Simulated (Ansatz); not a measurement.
Mg2ScMn3S8, one structure, two calculations

Cell: a Materials Project structure (computed, not necessarily an observed phase), taken as it stands.

Space group R-3m:H (No. 166); a = 7.3689, c = 18.0347 Å, γ = 120.00°.

```
site  Wyckoff  site symmetry       x       y       z
  Mg       6c             3m  0.0000  0.0000  0.8748
  Sc       3b            -3m  0.0000  0.0000  0.5000
  Mn       9e           .2/m  0.1667  0.3333  0.3333
  S7       6c             3m  0.0000  0.0000  0.7385
  S8      18h             .m  0.8448  0.6895  0.4083
```

One atom of each set is listed; the run and its k-mesh use a cell of 14 atoms with edges of 7.36, 7.36, 7.36 Å.

First run. All values are calculated (Ansatz; DFT, PBE, plane waves and PAW, scalar-relativistic, collinear spin, 420 eV cutoff, Γ-centred 5×5×5 k-points, Fermi–Dirac smearing 0.02 eV), not measured. Start moments as typed (μB): 4 on each Mn, none on the rest.

```csv
site,V_zz (10²¹ V/m²),η,m (μB)
Mg,-0.33,0.00,0.02
Sc,-1.02,0.00,0.04
Mn,-1.00,0.92,3.63
S7,-2.39,0.00,0.00
S8,-6.00,0.56,-0.01
```

Second run. The same atoms and settings, except that the mesh is 6×6×6 and the Fermi–Dirac smearing is 0.05 eV.

Task: What does the second run give?

Result: 

```
site   V_zz     η  change of V_zz  m (μB)
  Mg  -0.33  0.00            0.00    0.02
  Sc  -1.02  0.00            0.00    0.04
  Mn  -0.97  0.91           +0.03    3.63
  S7  -2.17  0.00           +0.22    0.00
  S8  -5.98  0.52           +0.02   -0.01
```

The largest change of V_zz is on S7, from -2.39 to -2.17. In per cent, |V_zz| changes by -9 to 0 on S (all sites that start above 2).

Semilocal functionals can leave a metal where correlation in the d or f shell opens a gap in the real compound, and that would change the values at and beside Mn. All moments are parallel here, as the start or the cell imposes; many such compounds order antiparallel, where fields and spin densities carried over to other atoms largely cancel. The magnetic order is the one that the run reached from its start moments, not necessarily the measured one.
